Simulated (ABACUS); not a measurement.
ABACUS run on a model cell of As (Im-3m, 1 atom in the cell; prototype structure): self-consistent single point.

Method: PBE, PseudoDojo 0.5 standard norm-conserving PBE (tails mended) pseudopotentials (plane waves; ABACUS).

```
As
1.0
   -1.68979     1.68979     1.68979
    1.68979    -1.68979     1.68979
    1.68979     1.68979    -1.68979
As
1
Direct
  0.00000   0.00000   0.00000
```

Reference input (self-consistent single point, DFT, PBE, plane waves, PseudoDojo 0.5 standard norm-conserving PBE (tails mended) pseudopotentials): KPT = MP 14 14 14 0 0 0; basis_type = pw; ecutwfc = 84 Ry; smearing_method = mp; smearing_sigma = 0.00734986 Ry; potentials = PseudoDojo 0.5 standard norm-conserving PBE (tails mended); symmetry = 1; symmetry_prec = 1e-05; ks_solver = dav; scf_nmax = 100; scf_thr = 1.0e-09 Ry; mixing_type = pulay. This run's input differs from it in these lines:

```diff
@@ -41,3 +41,3 @@
 MP
-14 14 14 0 0 0
+4 4 4 0 0 0
```

Log, with long lists cut:

```
 SELF-CONSISTENT
 -------------------------------------------
                                 init_chg = atomic

 PW ALGORITHM --------------- ION=   1  ELEC=   1--------------------------------
 Notice: Threshold on eigenvalues was too large.

 Density error is 0.00136899282262
                          Error Threshold = 9.43499422501e-06
 E_KohnSham     -212.1019792959      -2885.7954755018
 E_Fermi        0.9760402361         13.2797086877

 PW ALGORITHM --------------- ION=   1  ELEC=   2--------------------------------

 Density error is 8.55024872047e-05
                          Error Threshold = 9.12661881747e-06
   [... lines left out ...]

 Density error is 2.64998419378e-09
                          Error Threshold = 2.1523931589e-10
 E_KohnSham     -212.1021110671      -2885.7972683410
 E_Fermi        0.9723296537         13.2292236241

 PW ALGORITHM --------------- ION=   1  ELEC=   6--------------------------------

 Density error is 4.24663961934e-11
                          Error Threshold = 1.76665612919e-11
 E_KohnSham     -212.1021110677      -2885.7972683489
 E_KS(sigma->0) -212.1019814828      -2885.7955052569
 E_entropy(-TS) -0.0003887545        -0.0052892761
 E_Fermi        0.9723326577         13.2292644959
 charge density convergence is achieved
 final etot is -2885.7972683 eV
 EFERMI = 13.229264496 eV

 STATE ENERGY(eV) AND OCCUPATIONS    NSPIN == 1
   [... 15 lines left out ...]

 TOTAL-FORCE (eV/Angstrom)
                       As1         0.0000000000         0.0000000000         0.0000000000

 TOTAL-STRESS (KBAR)
         5.5243088667        -0.0000000000        -0.0000000000
        -0.0000000000         5.5243088667         0.0000000000
         0.0000000000         0.0000000000         5.5243088667
 TOTAL-PRESSURE: 5.524309 KBAR

 --------------------------------------------
 !FINAL_ETOT_IS -2885.7972683489160772 eV
 --------------------------------------------
```

The run converged in 6 iterations. Against the reference run the free energy falls by 6.2 meV/atom and the pressure goes from -0.67 to 0.55 GPa.

Lattice and positions were typed or generated, without prior relaxation. This run is one point of a test of settings, so its values need not be converged; read them against the reference run alone. No clean gap shows at this smearing width and mesh (spacing up to 0.66 Å⁻¹); the mesh is coarse for partly filled bands, so the values carry mesh errors.

“Tails mended”: in these copies of the files the far tail of each local potential was reset to the Coulomb form.
